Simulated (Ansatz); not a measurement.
Au (bcc (W type), space group No. 229) at seven volumes, plane-wave PAW PBEsol (Ansatz code), scaled uniformly. One row is withheld.

| V (Å³/atom) | P (GPa) |
|---|---|
| 15.506 | 21.59 |
| 16.018 | 12.93 |
| 16.529 | 5.82 |
| 17.040 | 0.00 |
| 17.551 | -4.76 |
| 18.062 | ? |
| 18.574 | -11.70 |

Problem. Fit the shown pressures and predict the withheld one.

Solution. P = (3/2)B₀(x^(7/2) − x^(5/2))[1 + (3/4)(B′ − 4)(x − 1)] with x = (V₀/V)^(2/3). Least squares on the six rows gives V₀ = 17.041 Å³/atom, B₀ = 174 GPa, B′ = 5.78. At V = 18.062, x = 0.9620 and P = -8.56 GPa. The run itself gave -8.61 GPa.

Space group Im-3m (bcc (W type)). The first step of the workflow began from a Materials Project structure, measured or hypothetical; the Crystallography Open Database copy checked does not list it. It is not the phase usual at ambient conditions (space group No. 225). The PBEsol relaxation kept the symmetry of its start. At this level the phase is mechanically unstable. Spin–orbit coupling is left out wherever it is not named.

Potentials: the later of the program's two PAW sets.
